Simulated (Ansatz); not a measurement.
BN:
```
BN
1.0
    2.55861     0.00000     0.00000
   -1.27930     2.21582     0.00000
    0.00000     0.00000     8.40933
B N
4 4
Direct
  0.00000   0.00000   0.99978
  0.00000   0.00000   0.49978
  0.66667   0.33333   0.75047
  0.33333   0.66667   0.25047
  0.00000   0.00000   0.81315
  0.00000   0.00000   0.31315
  0.66667   0.33333   0.56223
  0.33333   0.66667   0.06223
```

Cartesian axes are those of the cell as given.

Give the high-frequency dielectric tensor and the Born effective charge tensors of the independent atoms from DFPT, PBE (plane waves, PAW; program Ansatz).


ε∞:
```
4.60  0.00  0.00
0.00  4.60  0.00
0.00  0.00  4.70
```
Z* of atom 1 (B), rows: field, columns: displacement, in e:
```
1.89  0.00  0.00
0.00  1.89  0.00
0.00  0.00  1.97
```
Z* of atom 3 (B), rows: field, columns: displacement, in e:
```
1.88  0.00  0.00
0.00  1.88  0.00
0.00  0.00  1.88
```
Z* of atom 5 (N), rows: field, columns: displacement, in e:
```
-1.88   0.00   0.00
 0.00  -1.88   0.00
 0.00   0.00  -1.94
```
Z* of atom 7 (N), rows: field, columns: displacement, in e:
```
-1.88   0.00   0.00
 0.00  -1.88   0.00
 0.00   0.00  -1.92
```

Static charges for comparison (Bader): B1 +2.16, B3 +2.16, N5 -2.17, N7 -2.16 e. Born charges measure polarisation by displacement and can exceed these by far.

Space group P6_3mc. A made-up cell: these elements were put on the sites of a structure type. Its sites differ from those of the usual phase in this space group: another stacking or structure type. The PBE relaxation kept the symmetry of its start; whether a distortion lowers the energy is not shown.

Potentials: the later of the program's two PAW sets.
